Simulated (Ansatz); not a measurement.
The following input was run with Ansatz 0.2.0.

```yaml
crystal:
  lattice:
    - [-4.62987, 4.629096, -1.53439]
    - [-4.651179, -1.547682, 4.651439]
    - [1.539339, 4.636962, 4.637953]
  atoms:
    - { symbol: V, position: [0.0019751098, 0.9970116924, 0.9976772354] }
    - { symbol: V, position: [0.103485304, 0.6012139169, 0.0980105274] }
    - { symbol: V, position: [0.400548006, 0.4012974639, 0.4014278288] }
    - { symbol: V, position: [0.4977079733, 0.9980954481, 0.5013933808] }
    - { symbol: V, position: [0.8991983852, 0.8981931235, 0.4003742662] }
    - { symbol: V, position: [0.5962163364, 0.6014595775, 0.6011838355] }
    - { symbol: V, position: [0.2009193578, 0.7018700684, 0.6994731926] }
    - { symbol: V, position: [0.298360262, 0.299896022, 0.7974694144] }
    - { symbol: V, position: [0.3991617175, 0.8972774439, 0.8977243667] }
    - { symbol: Mo, position: [0.4943736258, 0.5004470354, 0.9960125714] }
    - { symbol: Mo, position: [0.5990194147, 0.0988325422, 0.1006768823] }
    - { symbol: Mo, position: [0.7978454903, 0.2979865439, 0.3000400265] }
    - { symbol: Mo, position: [0.1049437776, 0.0968601329, 0.6025533683] }
    - { symbol: Mo, position: [0.8007761862, 0.798616361, 0.7972534807] }
    - { symbol: Mo, position: [0.9032450427, 0.4002961319, 0.8992884431] }
    - { symbol: W, position: [0.1997338886, 0.197732103, 0.1984370038] }
    - { symbol: W, position: [0.7009056633, 0.7008570431, 0.2019383431] }
    - { symbol: W, position: [0.297795618, 0.7969260798, 0.3006780815] }
    - { symbol: W, position: [0.0024043903, 0.5007844746, 0.4989586288] }
    - { symbol: W, position: [0.6960963566, 0.1975142083, 0.6977052163] }
basis:
  ecutwfc: 420
kpoints:
  mp_grid: { grid: [5, 5, 5] }
hamiltonian:
  xc: pbe
scf:
  occupations: { method: gaussian, width: 0.1 }
  n_extra_bands: 10
output:
  forces: true
  stress: true
  eigenvalues: true
  populations: true
  dos:
    method: { smearing: { sigma: 0.1, scheme: gaussian } }
    projected: true
    de: 0.02
  write_density: true
  write_potential: true
  elf: true
  volumetric_format: npy
```

Launched with
```bash
ansatz run input.yaml --threads 4 --pin off --max-ram 9216MiB --backend cpu --events-out ev --progress --plain --runs-dir out
```

All numbers below come from DFT PBE, scalar-relativistic, plane waves, PAW (Ansatz 0.2.0).

From the run's log, abridged:

```
scf.n_extra_bands = 10 over 136 filled bands (N_el = 271.0): the run solves 146 bands
Pseudopotentials: kind: paw
Pseudopotential: V, paw, valence charge 13, recommended cutoff 420 eV (normal)
Pseudopotential: Mo, paw, valence charge 14, recommended cutoff 420 eV (normal)
Pseudopotential: W, paw, valence charge 14, recommended cutoff 420 eV (normal)
Functional definition: PBE
Crystal: 20 atoms, lattice volume = 295.534 Å³
Basis set: ecut = 420 eV, 5827 PW (Γ), exchange–correlation on 90×96×96 points (8 copies of the dense FFT grid, shifted against one another)
Bands: 146, of which v1, the nominal top of the filled ones, is band 136 counted from 1 (135 counted from 0)
Symmetry: 1 space group operations
Space group: P1 (ITA 1), of the structure as read, at distance tolerance 6.7e-5 Å
k-points: 63 of 125 (time reversal used)
Initial density: superposition of atomic densities (neutral atoms: chi_scale 0, normalization atom), corrected by the library's trained network
Initial wavefunctions: pseudopotential atomic-orbital guess
Functional: x = pbe(κ = 0.804, μ = 0.21951497), c = pbe(β = 0.06672455)
SCF iter   1: F=—  HF=-107873.874702 eV  |F-HF|=—  |Δ(HF+E_count)|=         —  Δρ=5.40e-3  dr2=1.52e-1  ethr=1.77e-3  ⟨swp⟩=5.7  Hψ=37554  notcnv=0
SCF iter   2: F=—  HF=-107873.862482 eV  |F-HF|=—  |Δ(HF+E_count)|=   1.22e-2  Δρ=2.16e-3  dr2=1.84e-2  ethr=5.61e-5  ⟨swp⟩=2.0  Hψ=11918  notcnv=0  defer=1
SCF iter   3: F=—  HF=-107873.860784 eV  |F-HF|=—  |Δ(HF+E_count)|=   1.70e-3  Δρ=8.32e-4  dr2=2.18e-3  ethr=6.79e-6  ⟨swp⟩=2.0  Hψ=11605  notcnv=0  defer=1
SCF iter   4: F=—  HF=-107873.860541 eV  |F-HF|=—  |Δ(HF+E_count)|=   2.43e-4  Δρ=2.73e-4  dr2=3.75e-4  ethr=8.05e-7  ⟨swp⟩=2.0  Hψ=12361  notcnv=0  defer=1
SCF iter   5: F=—  HF=-107873.860511 eV  |F-HF|=—  |Δ(HF+E_count)|=   2.98e-5  Δρ=6.48e-5  dr2=1.44e-5  ethr=1.38e-7  ⟨swp⟩=2.0  Hψ=12007  notcnv=0  defer=1
SCF iter   6: F=—  HF=-107873.860291 eV  |F-HF|=—  |Δ(HF+E_count)|=   2.21e-4  Δρ=2.63e-5  dr2=2.93e-6  ethr=5.31e-9  ⟨swp⟩=2.0  Hψ=12593  notcnv=0  defer=1
SCF iter   7: F=—  HF=-107873.860290 eV  |F-HF|=—  |Δ(HF+E_count)|=   1.83e-7  Δρ=8.21e-6  dr2=3.23e-7  ethr=1.08e-9  ⟨swp⟩=2.0  Hψ=11400  notcnv=0  defer=1
SCF iter   8: F=-107873.860290 eV  HF=-107873.860290 eV  |F-HF|=3.42e-8  |Δ(HF+E_count)|=   3.34e-8  Δρ=2.96e-6  dr2=3.78e-8  ethr=3.69e-11  ⟨swp⟩=15.6  Hψ=58542  notcnv=0
SCF 1 converged in 8 iterations: F = -107873.860290 eV  dr2 = 3.78e-8
SCF converged after 8 iterations
Free energy (F): -107873.860290 eV
Harris-Foulkes:  -107873.860290 eV  (|F-HF|=3.42e-8)
Internal energy: -107873.800033 eV  (E = F + TS)
E sigma→0 (E₀):  -107873.830162 eV
Entropy (-TS):   -0.060258 eV (-3.013 meV/atom)
Fermi energy:    19.239912 eV
--- Per-component energies (eV) ---
  E_band       = -2039.940738
  E_kinetic    = 7923.838991
  E_local      = -15836.008791  (includes V_loc(G=0)·N_el)
  E_nonlocal   = 447.062699
  E_hartree    = 6373.887436
  E_xc         = -3611.731102
  E_vxc        = -4059.374071  (∫ρ·V_xc dr)
  E_paw        = -72031.797342  (= ΣΔE_a)
  E_vpaw       = -3263.233203  (= ΣTr[D̂ρ^β])
  E_aug_tail   = 0.002294  (compensation charges beyond the density's cutoff)
  E_ewald      = -31139.054218
  E_smearing   = -0.060258  (= −TS)
--- Forces (eV/Å), atoms counted from 1 ---
  atom   1  V      0.02981072     0.03802643    -0.02120377
  atom   2  V     -0.01564793    -0.03072859     0.00680690
  atom   3  V      0.03565608     0.00262747     0.01091191
  atom   4  V      0.01191045     0.01200013    -0.00557414
  atom   5  V     -0.01430515    -0.00147668     0.00026428
  atom   6  V     -0.01436334     0.00348821     0.01809728
  atom   7  V      0.02268644     0.03076047    -0.02653105
  atom   8  V     -0.01429265     0.00385850    -0.01773868
  atom   9  V     -0.02047679    -0.02219664     0.03456077
  atom  10  Mo    -0.00331876    -0.02138522     0.00672833
  atom  11  Mo     0.00288847     0.01182913     0.00388194
  atom  12  Mo     0.01884500     0.00646767    -0.00593886
  atom  13  Mo    -0.01021827     0.00754792    -0.00787887
  atom  14  Mo     0.00712684    -0.00741546    -0.00041181
  atom  15  Mo    -0.01534425     0.00037524    -0.01354863
  atom  16  W     -0.01589447     0.00623579    -0.00745773
  atom  17  W      0.01048979     0.00391285    -0.01002217
  atom  18  W     -0.00007879    -0.00472723     0.00301558
  atom  19  W     -0.01181605    -0.02430882    -0.00048806
  atom  20  W     -0.00364372    -0.01488754     0.03253449
--- Stress (GPa, compression-positive) ---
       -0.053648       0.512720       0.285130
        0.512720       0.017244      -0.384208
        0.285130      -0.384208      -0.014185
  P = ⅓ Tr σ = -0.0169 GPa (-0.169 kbar)
--- Band table (eV; the first three rows and the last of 63) ---
  k-point 0: bands = ["-54.1421", "-54.1249", "-54.0916", "-54.0804", "-53.9229", "-44.5662", "-44.5322", "-44.5233", "-44.4940", "-44.4799", "-44.4755", "-44.4596", "-44.4490", "-44.4082", "-41.2719", "-41.1998", "-41.1722", "-41.0990", "-41.0635", "-41.0513", "-18.8286", "-18.8005", "-18.7443", "-18.6600", "-18.6397", "-18.6273", "-18.6247", "-18.6210", "-18.6007", "-18.5730", "-18.5657", "-18.5268", "-18.5218", "-18.4933", "-18.4898", "-18.4756", "-18.4522", "-18.4109", "-18.3985", "-18.3625", "-18.3472", "-18.3382", "-18.3153", "-18.2940", "-18.2824", "-18.2701", "-18.2549", "-18.2448", "-18.2299", "-18.2187", "-18.2004", "-18.1948", "-18.1731", "-18.1667", "-18.1457", "-18.1233", "-18.1 ...
  k-point 1: bands = ["-54.1421", "-54.1249", "-54.0916", "-54.0804", "-53.9229", "-44.5652", "-44.5358", "-44.5205", "-44.4940", "-44.4802", "-44.4757", "-44.4592", "-44.4492", "-44.4082", "-41.2721", "-41.1998", "-41.1720", "-41.0990", "-41.0633", "-41.0514", "-18.8215", "-18.7852", "-18.7342", "-18.6738", "-18.6517", "-18.6392", "-18.6292", "-18.6249", "-18.5983", "-18.5864", "-18.5692", "-18.5371", "-18.5093", "-18.4987", "-18.4796", "-18.4686", "-18.4457", "-18.4129", "-18.3903", "-18.3667", "-18.3586", "-18.3284", "-18.3175", "-18.2998", "-18.2826", "-18.2734", "-18.2546", "-18.2361", "-18.2298", "-18.2119", "-18.1992", "-18.1942", "-18.1765", "-18.1643", "-18.1375", "-18.1184", "-18.1 ...
  k-point 2: bands = ["-54.1421", "-54.1249", "-54.0916", "-54.0804", "-53.9229", "-44.5634", "-44.5402", "-44.5175", "-44.4940", "-44.4807", "-44.4760", "-44.4586", "-44.4495", "-44.4082", "-41.2723", "-41.1998", "-41.1718", "-41.0991", "-41.0630", "-41.0516", "-18.8089", "-18.7561", "-18.7154", "-18.6947", "-18.6689", "-18.6587", "-18.6376", "-18.6275", "-18.6085", "-18.5804", "-18.5720", "-18.5424", "-18.5097", "-18.5062", "-18.4989", "-18.4586", "-18.4318", "-18.4103", "-18.3955", "-18.3739", "-18.3607", "-18.3332", "-18.3145", "-18.2874", "-18.2745", "-18.2678", "-18.2587", "-18.2346", "-18.2253", "-18.2100", "-18.1987", "-18.1847", "-18.1724", "-18.1531", "-18.1358", "-18.1209", "-18.0 ...
  k-point 62: bands = ["-54.1421", "-54.1247", "-54.0918", "-54.0803", "-53.9229", "-44.5634", "-44.5385", "-44.5170", "-44.4962", "-44.4815", "-44.4751", "-44.4620", "-44.4464", "-44.4078", "-41.2724", "-41.2007", "-41.1714", "-41.0982", "-41.0646", "-41.0502", "-18.7802", "-18.7660", "-18.7303", "-18.6989", "-18.6708", "-18.6548", "-18.6438", "-18.6258", "-18.5994", "-18.5877", "-18.5749", "-18.5426", "-18.5292", "-18.5228", "-18.4758", "-18.4682", "-18.4241", "-18.4044", "-18.3929", "-18.3731", "-18.3662", "-18.3371", "-18.3002", "-18.2870", "-18.2772", "-18.2658", "-18.2424", "-18.2330", "-18.2194", "-18.2101", "-18.2062", "-18.1923", "-18.1780", "-18.1497", "-18.1427", "-18.1206", "-18. ...
--- Löwdin populations: 20 sites ---
  site symbol q [e]
     0      V     12.6746
     1      V     12.7179
     2      V     12.6960
     3      V     12.7048
     4      V     12.6873
     5      V     12.7103
     6      V     12.7203
     7      V     12.7078
     8      V     12.6853
     9     Mo     14.1630
    10     Mo     14.1529
    11     Mo     14.1576
    12     Mo     14.2048
    13     Mo     14.1885
    14     Mo     14.1240
    15      W     13.9037
    16      W     13.8900
    17      W     13.9829
    18      W     13.8985
    19      W     13.8767
  spilling = 0.007945 (of n_electrons = 271.000000)
```

The calculation finished and met its thresholds.

It took 3.1 min on 4 threads of Arm Neoverse V1, with other jobs on the host, peak memory 2.5 GiB.

Spin-orbit coupling is left out, which matters for the bands of heavy elements.